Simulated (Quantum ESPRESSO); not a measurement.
pw.x input (Quantum ESPRESSO 7.5; LDA, PseudoDojo standard norm-conserving files, scalar-relativistic):

```
&CONTROL
  calculation = 'scf'
  pseudo_dir = './pseudo'
  outdir = './out'
  tprnfor = .true.
  tstress = .true.
/
&SYSTEM
  ibrav = 0
  nat = 10
  ntyp = 4
  ecutwfc = 88.0
  ecutrho = 352.0
  occupations = 'smearing'
  smearing = 'fd'
  degauss = 0.002
  nbnd = 48
/
&ELECTRONS
  conv_thr = 1e-09
/
ATOMIC_SPECIES
Na 22.9898 Na.upf
Cl 35.4500 Cl.upf
Sc 44.9559 Sc.upf
Cs 132.9055 Cs.upf
CELL_PARAMETERS angstrom
  0.000000000000   5.332470000000   5.332470000000
  5.332470000000   0.000000000000   5.332470000000
  5.332470000000   5.332470000000   0.000000000000
ATOMIC_POSITIONS crystal
Na   0.500000000000   0.500000000000   0.500000000000
Cl   0.764730000000   0.235270000000   0.235270000000
Cl   0.235270000000   0.764730000000   0.764730000000
Cl   0.235270000000   0.764730000000   0.235270000000
Cl   0.764730000000   0.235270000000   0.764730000000
Cl   0.235270000000   0.235270000000   0.764730000000
Cl   0.764730000000   0.764730000000   0.235270000000
Sc   0.000000000000   0.000000000000   0.000000000000
Cs   0.750000000000   0.750000000000   0.750000000000
Cs   0.250000000000   0.250000000000   0.250000000000
K_POINTS automatic
4 4 4 0 0 0
```

End of the output:

```
     total energy              =    -480.03978522 Ry
     estimated scf accuracy    <       0.00000054 Ry
     total energy              =    -480.03978577 Ry
     estimated scf accuracy    <       0.00000022 Ry
     total energy              =    -480.03978584 Ry
     estimated scf accuracy    <          2.7E-09 Ry
[...]
     the Fermi energy is     2.5536 ev
!    total energy              =    -480.03978585 Ry
     estimated scf accuracy    <          3.0E-10 Ry
     smearing contrib. (-TS)   =      -0.00000000 Ry
     internal energy E=F+TS    =    -480.03978585 Ry
     The total energy is F=E-TS. E is the sum of the following terms:
     one-electron contribution =    -198.15591421 Ry
     hartree contribution      =     124.01235496 Ry
     xc contribution           =    -110.40680155 Ry
     ewald contribution        =    -295.48942505 Ry
     convergence has been achieved in  11 iterations
     Forces acting on atoms (cartesian axes, Ry/au):
     atom    1 type  1   force =     0.00000000    0.00000000    0.00000000
     atom    2 type  2   force =    -0.00930929    0.00000000   -0.00000000
     atom    3 type  2   force =     0.00930929    0.00000000    0.00000000
     atom    4 type  2   force =     0.00000000   -0.00930929    0.00000000
     atom    5 type  2   force =     0.00000000    0.00930929    0.00000000
     atom    6 type  2   force =     0.00000000    0.00000000   -0.00930929
     atom    7 type  2   force =     0.00000000    0.00000000    0.00930929
     atom    8 type  3   force =     0.00000000    0.00000000    0.00000000
     atom    9 type  4   force =     0.00000000    0.00000000   -0.00000000
     atom   10 type  4   force =     0.00000000    0.00000000    0.00000000
     Total force =     0.022803     Total SCF correction =     0.000054
     Computing stress (Cartesian axis) and pressure
          total   stress  (Ry/bohr**3)                   (kbar)     P=      -31.86
  -0.00021655  -0.00000000  -0.00000000          -31.86       -0.00       -0.00
  -0.00000000  -0.00021655  -0.00000000           -0.00      -31.86       -0.00
  -0.00000000  -0.00000000  -0.00021655           -0.00       -0.00      -31.86
```
In a gapped system the printed Fermi energy is only some level inside the gap.

Geometry of the Materials Project entry, not relaxed at this level.
